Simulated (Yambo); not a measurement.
Material: KI (rock salt, space group Fm-3m, No. 225) under isotropic strain of -1.5 % on all lattice vectors; a = 4.8783 Å, b = 4.8783 Å, c = 4.8783 Å, α = 60.00°, β = 60.00°, γ = 60.00° (2 atoms in the cell). The PBEsol cell relaxed from Materials Project entry mp-22898 was given an isotropic strain of -1.5 % on all lattice vectors, and the atoms were relaxed again.

With PBEsol (pw.x of Quantum ESPRESSO, ONCV potentials, scalar-relativistic), the gap between the mesh's edge points (Γ → Γ) is 3.974 eV.

Question: Estimate the G0W0 gap between the same points from Yambo (4×4×4 Γ-centred k mesh, 193 bands and a 10 Ry block in the screening, 193 bands in G with the Bruneval-Gonze terminator, plasmon pole fitted at 27.2 eV).

Answer: The correction is 2.271 eV, giving 6.245 eV, 1.6 times the PBEsol value.  Convergence of the G0W0 settings was not tested. Without spin-orbit coupling, band edges of such heavy elements can be off by tenths of an eV.
